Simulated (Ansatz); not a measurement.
The relaxed structure here is a generated cell of CsBS2: the first start was made by placing the elements on the sites of a structure type, and the end was not matched to a known phase here, so it may be hypothetical.

One starting cell of CsBS$_{2}$ (a generated cell, CsBS2 placed in the AFLOW prototype ABC2_hP8_194_d_a_f (as in AlCr2C)) was relaxed twice with Ansatz (plane waves, PAW, scalar-relativistic): with r2SCAN at 500 eV and with PBE at 420 eV. The r2SCAN result:

```cif
data_B2Cs2S4
_chemical_formula_sum 'Cs2 S4 B2'
_space_group_name_H-M_alt 'P63/mmc'
_space_group_IT_number 194
_space_group_name_Hall '-P 6c 2c'
_cell_length_a 3.39945
_cell_length_b 3.39945
_cell_length_c 15.58196
_cell_angle_alpha 90.000
_cell_angle_beta 90.000
_cell_angle_gamma 120.000
loop_
_atom_site_label
_atom_site_type_symbol
_atom_site_symmetry_multiplicity
_atom_site_Wyckoff_symbol
_atom_site_fract_x
_atom_site_fract_y
_atom_site_fract_z
_atom_site_occupancy
Cs1 Cs 2 d 0.66667 0.33333 0.25000 1
S1 S 4 f 0.33333 0.66667 0.07383 1
B1 B 2 a 0.00000 0.00000 0.00000 1
```

```json
[
 {"quantity": "space group", "r2SCAN": "P6₃/mmc", "PBE": "P6₃/mmc"},
 {"quantity": "volume (Å³/atom)", "r2SCAN": "19.49", "PBE": "___"},
 {"quantity": "a (Å)", "r2SCAN": "3.399", "PBE": "___"},
 {"quantity": "c (Å)", "r2SCAN": "15.582", "PBE": "___"},
 {"quantity": "gap (eV, no spin-orbit coupling)", "r2SCAN": "0.95", "PBE": "___"}
]
```

Task: Fill in the PBE column.

Result: 
- volume (Å³/atom), PBE: 19.56
- a (Å), PBE: 3.405
- c (Å), PBE: 15.582
- gap (eV, no spin-orbit coupling), PBE: 0.76

Both levels end in the same structure; PBE's volume is within 0.5 % of r2SCAN's; its gap is 0.19 eV smaller. Neither column is exact.

No spin polarisation in the result.

The run could not lower the symmetry of its start; a shaken copy of this end point relaxes with r2SCAN to I-4m2 (No. 119), 0.689 eV/atom lower.

Ansatz is a quantum-chemistry and plane-wave program.
